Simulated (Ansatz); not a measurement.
**Slab of fcc Ni (100), 7 layers**

The slab is cut from the fcc crystal, the stable phase, as relaxed on PAW files (10.91 Å³/atom), with 16 Å of vacuum and a dipole correction:

```xyz
7
Lattice="2.4894 0.0000 0.0000 0.0000 2.4894 0.0000 0.0000 0.0000 26.5616" Properties=species:S:1:pos:R:3 pbc="T T T"
Ni    0.0000    0.0000    8.0000
Ni    1.2447    1.2447    9.7603
Ni    0.0000    0.0000   11.5205
Ni    1.2447    1.2447   13.2808
Ni    0.0000    0.0000   15.0411
Ni    1.2447    1.2447   16.8013
Ni    0.0000    0.0000   18.5616
```

All numbers are PBE results (scalar-relativistic) from Ansatz 0.2.0, with a Γ-centred 16×16×1 k mesh, Fermi–Dirac smearing of 0.1 eV, spin-polarised from start moments Ni1 1, Ni2 1, Ni3 1, Ni4 1, Ni5 1, Ni6 1, Ni7 1 μB. Methods: LAPW: all electrons, basis error target 1 meV/atom; PAW: frozen-core files, cutoff 420 eV.

The bulk energy comes from a cell in the slab's orientation on a 16×16×12 mesh. The surface energy is (E(slab) − N·E(bulk))/2A at zero smearing, the mean of both faces; thin slabs carry quantum-size effects.

Other magnetic orders may lie lower.

Q: As cut, the LAPW slab lies 1.768 eV above 7 atoms of bulk. What surface energy is that?

A: Over two faces of 6.20 Å² it is 142.7 meV/Å², and times 16.02 J/m² per eV/Å² that gives γ = 2.286 J/m².

```
method  γ as cut (J/m²)  γ relaxed (J/m²)  Φ as cut (eV)  Φ relaxed (eV)
  LAPW            2.286             2.254           4.91            4.91
   PAW            2.285             2.254           4.91            4.91
```

Q: How do the spacings between the planes relax (positions relaxed on PAW files)?

A: From the bottom face up: d12 -3.6 % of 1.760 Å, d23 +0.7 % of 1.760 Å, d34 0.0 % of 1.760 Å, d45 0.0 % of 1.760 Å, d56 +0.7 % of 1.760 Å, d67 -3.6 % of 1.760 Å.

Q: How do the moments vary through the slab?

A: Ni1 0.76, Ni2 0.67, Ni3 0.66, Ni4 0.64, Ni5 0.66, Ni6 0.67, Ni7 0.76 μB in the LAPW spheres; the bulk has Ni 0.65 μB.
